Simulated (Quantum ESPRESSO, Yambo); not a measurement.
At a photon energy of 8.12 eV, RPA with local fields on PBEsol bands shifted by a G0W0 scissor of 1.82 eV (Quantum ESPRESSO and Yambo; 4×4×4 mesh, 102 bands, 3 Ry local-field block, 0.2 eV broadening) gives ε = 3.18 + 3.57i for LiNbO3 (space group R-3, No. 148), field along x. Axes are Cartesian, with cell vectors (Å) (2.64, 1.53, 4.85), (-2.64, 1.53, 4.85), (0.00, -3.05, 4.85).

Question: Work out n, κ, the normal-incidence reflectivity, the absorption coefficient and the penetration depth.

Answer: 
|ε| = 4.78; n = √((|ε| + ε1)/2) = 2.00, κ = √((|ε| − ε1)/2) = 0.89. R = ((n − 1)² + κ²)/((n + 1)² + κ²) = 0.18. α = 2Eκ/(ħc) with ħc = 197.327 eV nm: 0.0736 per nm = 7.4 × 10⁵ per cm, a 1/e depth of 14 nm. The computed direct gap is 5.61 eV, and the energy scale of the real crystal may differ from it. Excitonic effects are left out, and values at one energy depend on mesh and broadening. The scissor comes from a G0W0 run whose convergence isn't established. Convergence of the RPA response with its 4×4×4 mesh was not tested.

Spin-orbit coupling is not included.

Geometry of the Materials Project entry, not relaxed at this level; primitive cell a = b = c = 5.7265 Å, α = β = γ = 54.96°.

This is not the ordinary phase of the substance.
